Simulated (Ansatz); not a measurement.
BP:
```cif
data_B4P4
_chemical_formula_sum 'B4 P4'
_space_group_name_H-M_alt 'P 1'
_space_group_IT_number 1
_cell_length_a 5.55135
_cell_length_b 5.55135
_cell_length_c 3.19658
_cell_angle_alpha 90.000
_cell_angle_beta 90.000
_cell_angle_gamma 90.000
loop_
_space_group_symop_operation_xyz
  'x, y, z'
loop_
_atom_site_label
_atom_site_type_symbol
_atom_site_fract_x
_atom_site_fract_y
_atom_site_fract_z
_atom_site_occupancy
B1 B 0.17836 0.17836 0.00000 1
B2 B 0.82164 0.82164 0.00000 1
P1 P 0.81926 0.18074 0.00000 1
P2 P 0.18074 0.81926 0.00000 1
P3 P 0.68074 0.68074 0.50000 1
P4 P 0.31926 0.31926 0.50000 1
B3 B 0.32164 0.67836 0.50000 1
B4 B 0.67836 0.32164 0.50000 1
```

Relaxed with r²SCAN.

Task: Tabulate the valence density and the electron localisation function along the shortest B–P contact (1.94 Å), DFT-r²SCAN in the program Ansatz with PAW potentials.

Result: 

```tsv
distance from B (Å)	density (e/Å³)	ELF
0.19	0.49	0.01
0.29	0.64	0.09
0.39	0.77	0.34
0.49	0.85	0.64
0.58	0.88	0.82
0.68	0.89	0.90
0.78	0.89	0.94
0.87	0.91	0.95
0.97	0.94	0.95
1.07	0.97	0.95
1.17	0.99	0.95
1.26	0.96	0.92
1.36	0.87	0.85
1.46	0.70	0.63
1.56	0.49	0.26
1.65	0.29	0.03
1.75	0.14	0.00
```

The density is the valence pseudo-density with augmentation charge, so density and ELF within about 1 Å of a nucleus are not all-electron values.

Space group P4_2/mnm. The start of the workflow was typed in or built on a structure type; neither database checked (COD, Materials Project) lists it. It is not the phase usual at ambient conditions (space group No. 216). Symmetry was held in the r²SCAN relaxation; its stability against distortions is not shown here.

Potentials: the earlier of the program's two PAW sets.
